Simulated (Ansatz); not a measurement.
Here is the system:

CsSnI3:
```yaml
crystal:
  lattice:
    - [8.36783, 0.00000, 0.00000]
    - [0.00000, 8.36783, 0.00000]
    - [0.00000, 0.00000, 6.13047]
  atoms:
    - { symbol: Cs, position: [0.00000, 0.50000, 0.00000] }
    - { symbol: Cs, position: [0.50000, 0.00000, 0.00000] }
    - { symbol: Sn, position: [0.50000, 0.50000, 0.50000] }
    - { symbol: Sn, position: [0.00000, 0.00000, 0.50000] }
    - { symbol: I, position: [0.81179, 0.68821, 0.50000] }
    - { symbol: I, position: [0.18821, 0.31179, 0.50000] }
    - { symbol: I, position: [0.31179, 0.81179, 0.50000] }
    - { symbol: I, position: [0.68821, 0.18821, 0.50000] }
    - { symbol: I, position: [0.50000, 0.50000, 0.00000] }
    - { symbol: I, position: [0.00000, 0.00000, 0.00000] }
```

This is the LDA-relaxed structure.

All from plane-wave PAW LDA (Ansatz code), unless another level is named. Estimate the formation energy from the elements (no fitted shifts).

-0.93 eV/atom.

And the hole effective mass?

0.015, 0.057, 0.057 mₑ (principal values).

Next, the valence-band maximum?

at Z.

Next, the weight of the valence-edge state by species (Voronoi cells)?

I 66 %, Sn 33 %.

Space group P4/mbm. The first step of the workflow began from a Materials Project structure, measured or hypothetical; the Crystallography Open Database files this formula in space group No. 127, but the cells were not matched. It is not the phase usual at ambient conditions (space group No. 62). Symmetry was held in the LDA relaxation; of distortions, only those at the zone centre were tested, and some modes there are weakly imaginary. The references are the lowest solids computed at this level, not always the standard phases. Scalar-relativistic: spin–orbit coupling is off unless named, which matters more the heavier the elements.

Potentials: the later of the program's two PAW sets.

Edges and masses are those of Kohn–Sham bands, whose gap is no quasiparticle gap.
